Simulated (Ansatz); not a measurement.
Al3GaAs4:
```
CELL_PARAMETERS angstrom
      4.01407     0.00000     0.00000
      0.00000     4.01407     0.00000
      0.00000     0.00000    11.33850
ATOMIC_POSITIONS crystal
  Ga 0.00000 0.00000 0.00000
  As 0.50000 0.00000 0.12518
  Al 0.50000 0.50000 0.24975
  As 0.00000 0.50000 0.37485
  Al 0.00000 0.00000 0.50000
  As 0.50000 0.00000 0.62515
  Al 0.50000 0.50000 0.75025
  As 0.00000 0.50000 0.87482
```

Relaxed with r²SCAN. Special points in fractions of this cell's reciprocal vectors: Γ (0.000, 0.000, 0.000); X (0.000, 0.500, 0.000); M (0.500, 0.500, 0.000); Z (0.000, 0.000, 0.500); R (0.000, 0.500, 0.500); A (0.500, 0.500, 0.500).

List the band energies nearest the valence-band maximum at these points for r²SCAN with spin–orbit coupling (plane waves, PAW; program Ansatz).

In eV from the valence-band maximum; about four levels below and three above (degenerate sets whole), none deeper than 8.9 eV; points with the same levels are listed once.

| k | below | above |
|---|---|---|
| Γ | -0.01 -0.01 0.00 0.00 | 1.71 1.71 1.87 1.87 |
| X | -0.96 -0.96 -0.90 -0.90 | 1.88 1.88 2.47 2.47 |
| M | -2.41 -2.41 -2.39 -2.39 | 1.69 1.69 1.70 1.70 |
| Z | -0.61 -0.61 -0.46 -0.46 | 1.82 1.82 2.08 2.08 |
| R | -1.07 -1.07 -0.98 -0.98 | 2.61 2.61 3.27 3.27 3.27 3.27 |
| A | -2.78 -2.78 -2.78 -2.78 | 2.64 2.64 2.65 2.65 |

Space group P-4m2. The start of the workflow was typed in or built on a structure type; neither database checked (COD, Materials Project) lists it. Whether it is the stable phase at ambient conditions was not checked. The cell was relaxed with r²SCAN under the symmetry of its start; its stability against distortions is not shown here.

Potentials: the earlier of the program's two PAW sets. The files were generated under PBE; for other functionals the program regenerates the frozen cores, and for LDA and PBEsol the local potential too.
